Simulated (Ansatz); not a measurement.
The relaxed structure here is a generated cell of Y2Si: the first start was made by a random draw of sites in a space group, and the end was not matched to a known phase here, so it may be hypothetical.

The start is a randomly generated symmetric cell of Y2Si (space group No. 129). The structure is fully relaxed (lattice and positions, P = 0) with r2SCAN (plane waves to 500 eV, PAW, scalar-relativistic; Ansatz, a program for electronic structure).

Ansatz input (later rounds restart from its end on a renewed k-mesh):
Ansatz 0.2 input:
```yaml
crystal:
  lattice:
    - [4.9412003, 0, 0]
    - [0, 4.9412003, 0]
    - [0, 0, 6.4872951]
  atoms:
    - { symbol: Si, position: [0, 0.5, 0.01681196] }
    - { symbol: Si, position: [0.5, 0, 0.98318804] }
    - { symbol: Y, position: [0.5, 0.5, 0] }
    - { symbol: Y, position: [0, 0, 0] }
    - { symbol: Y, position: [0, 0, 0.5] }
    - { symbol: Y, position: [0.5, 0.5, 0.5] }
basis: { ecutwfc: 500, ecutrho_ratio: 4, xc_grid: 4, fft_grid_basis: typed }
kpoints: { mp_grid: { grid: [7, 7, 5] } }
hamiltonian:
  xc: r2scan
  dispersion: none
  pseudopotentials: { kind: paw }
scf: { occupations: { method: fermi_dirac, width: 0.05 } }
relax: { f_tol: 0.01, max_steps: 100, cell: { stress_tol: 0.02 } }
output: { forces: true, stress: true }
```

Initial pressure: +18.2 GPa (positive: the cell is compressed)
Largest initial force: 1.06 eV/Å, on Si1, Si2 (atoms numbered as listed)
Outcome: The space group goes from P4/nmm (No. 129) to Fm-3m (No. 225); the end is AFLOW prototype AB2_cF12_225_a_c (C1, as in CaF2), with 3 atoms in the primitive cell
Band gap at the end: no gap (metallic)
Optimiser moves: 13

Relaxed structure:

Space group Fm-3m (No. 225); a = 6.858 Å, b = 6.858 Å, c = 6.858 Å, α = 90.00°, β = 90.00°, γ = 90.00°

```json
[
 {"atom": "Si", "site": "4a", "symmetry": "m-3m", "x": "0.0000", "y": "0.0000", "z": "0.0000"},
 {"atom": "Y", "site": "8c", "symmetry": "-43m", "x": "0.2500", "y": "0.2500", "z": "0.2500"}
]
```
(The calculation used a cell of 3 atoms; values per cell refer to that cell.)

Final values are on a 12×12×12 k-mesh of the relaxed cell. No spin polarisation in the result.

The run could not lose the symmetry of its start: the end is stationary, and may be a saddle point rather than a minimum.
